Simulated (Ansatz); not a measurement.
Tl₂Pt:
```xyz
6
Lattice="-3.4645 3.4645 2.8230 3.4645 -3.4645 2.8230 3.4645 3.4645 -2.8230" Properties=species:S:1:pos:R:3 pbc="T T T"
Tl    -1.1116     2.3528     2.8230
Tl     4.5761     1.1116     0.0000
Tl     1.1116     2.3528     0.0000
Tl     2.3528     1.1116     2.8230
Pt     0.0000     0.0000     4.2345
Pt     0.0000     0.0000     1.4115
```

Relaxed with r²SCAN. Special points in fractions of this cell's reciprocal vectors: Γ (0.000, 0.000, 0.000); X (0.000, 0.000, 0.500); M (-0.500, 0.500, 0.500); Z (0.416, 0.416, -0.416); Z0 (-0.416, 0.584, 0.416); P (0.250, 0.250, 0.250); N (0.000, 0.500, 0.000).

### Question
List the band energies nearest the Fermi level at these points for r²SCAN (plane waves, PAW; program Ansatz).

### Answer
In eV from the Fermi level; about four levels below and three above (degenerate sets whole), none deeper than 8.9 eV; points with the same levels are listed once.

```tsv
k	below	above
Γ	-1.01 -0.34 -0.09 -0.09	0.92 0.92 1.15
X	-1.57 -1.56 -0.36 -0.18	0.83 1.50 1.77
M	-2.39 -1.88 -1.70 -1.70	0.66 1.41 3.12
Z	-2.44 -1.87 -1.79 -1.79	0.55 1.22 2.29
P	-2.77 -2.77 -2.63 -2.63	0.49 0.49 0.63 0.63
N	-1.92 -1.92 -1.40 -1.40	1.12 1.12 2.93 2.93
```

Space group I4/mcm. The first step of the workflow began from a Materials Project structure, measured or hypothetical; the Crystallography Open Database files this formula in space group No. 140, but the cells were not matched. Whether it is the stable phase at ambient conditions was not checked. The r²SCAN relaxation kept the symmetry of its start; whether a distortion lowers the energy is not shown. No spin polarisation was allowed. Spin–orbit coupling is left out wherever it is not named.

Potentials: the later of the program's two PAW sets.
